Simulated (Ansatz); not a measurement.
KCu4Se3 in space group P4/mmm (No. 123; Cu on 4i, Se on 1c, Se on 2g, K on 1d) at seven volumes, PBEsol in the plane-wave PAW code Ansatz, shape and atoms relaxed at each. One row is withheld.

| V (Å³/atom) | P (GPa) |
|---|---|
| 17.036 | 5.92 |
| 17.597 | 3.51 |
| 18.159 | ? |
| 18.721 | -0.01 |
| 19.282 | -1.25 |
| 19.844 | -2.25 |
| 20.406 | -3.04 |

**Question.** Fit the shown pressures and predict the withheld one.

**Answer.** Third-order Birch–Murnaghan: P = (3/2)B₀(x^(7/2) − x^(5/2))[1 + (3/4)(B′ − 4)(x − 1)] with x = (V₀/V)^(2/3). Least squares on the six rows gives V₀ = 18.719 Å³/atom, B₀ = 46.57 GPa, B′ = 6.42. At V = 18.159, x = 1.0205 and P = 1.56 GPa. The run itself gave 1.57 GPa.

The workflow started from an entry of the Crystallography Open Database (COD, 293 K). Its standing as an ambient phase is unchecked. Symmetry was held in the PBEsol relaxation; whether a distortion lowers the energy is not shown. The run is not spin-polarised.

Potentials: the later of the program's two PAW sets.
